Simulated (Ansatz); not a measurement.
C in space group P6_222 (No. 180; C on 3c), a = b = 2.600 Å, c = 2.799 Å, α = β = 90.00°, γ = 120.00°.

Relaxed with r²SCAN.

Task: Which orbitals make up the states near the band edges in r²SCAN (plane waves, PAW; program Ansatz)?

Result: Top 1 eV of the valence band: C 2p 97 %. Bottom 1 eV of the conduction band: C 2p 87 %, outside the projected shells 9 %. Projections are on Löwdin-orthogonalised atomic valence shells; empty p or d shells of many metals are not among them.

Task: Tabulate the density of states.

Result: States/eV per cell of 3 atoms, in 0.25 eV bins, energy from the valence-band maximum.

```
E (eV)  total  C 2p  C 2s
------  -----  ----  ----
-7.85    0.67  0.55  0.12
-7.60    0.68  0.57  0.11
-7.35    0.73  0.62  0.11
-7.10    0.79  0.68  0.11
-6.85    0.85  0.74  0.11
-6.60    0.87  0.76  0.11
-6.35    0.88  0.78  0.10
-6.10    0.86  0.76  0.10
-5.85    0.85  0.76  0.09
-5.60    0.89  0.80  0.09
-5.35    0.94  0.84  0.09
-5.10    1.01  0.92  0.09
-4.85    1.14  1.05  0.09
-4.60    0.99  0.91  0.08
-4.35    0.88  0.81  0.07
-4.10    0.86  0.79  0.07
-3.85    1.00  0.92  0.07
-3.60    1.17  1.09  0.08
-3.35    1.18  1.10  0.07
-3.10    1.29  1.22  0.07
-2.85    1.14  1.07  0.06
-2.60    0.92  0.87  0.05
-2.35    0.65  0.63  0.02
-2.10    0.38  0.37  0.01
-1.85    0.21  0.21  0.00
-1.60    0.12  0.12  0.00
-1.35    0.08  0.08  0.00
-1.10    0.06  0.06  0.00
-0.85    0.05  0.04  0.00
-0.60    0.04  0.03  0.00
-0.35    0.02  0.02  0.00
-0.10    0.01  0.01  0.00
0.15     0.00  0.00  0.00
0.40     0.00  0.00  0.00
0.65     0.00  0.00  0.00
0.90     0.00  0.00  0.00
1.15     0.00  0.00  0.00
1.40     0.00  0.00  0.00
1.65     0.00  0.00  0.00
1.90     0.00  0.00  0.00
2.15     0.00  0.00  0.00
2.40     0.01  0.01  0.00
2.65     0.05  0.04  0.00
2.90     0.07  0.06  0.00
3.15     0.12  0.11  0.01
3.40     0.22  0.19  0.02
3.65     0.33  0.27  0.03
3.90     0.45  0.36  0.06
4.15     0.68  0.52  0.11
4.40     1.25  0.92  0.25
4.65     1.68  1.26  0.33
4.90     1.04  0.73  0.24
5.15     0.79  0.50  0.24
5.40     0.72  0.44  0.23
5.65     0.71  0.45  0.21
5.90     1.02  0.68  0.26
6.15     1.40  0.98  0.30
6.40     1.24  0.90  0.24
6.65     0.97  0.69  0.21
6.90     0.93  0.64  0.22
```

The start of the workflow was typed in or built on a structure type; neither database checked (COD, Materials Project) lists it. It is not the phase usual at ambient conditions (space group No. 194, 227). The cell was relaxed with r²SCAN under the symmetry of its start; its stability against distortions is not shown here.

Potentials: the later of the program's two PAW sets.
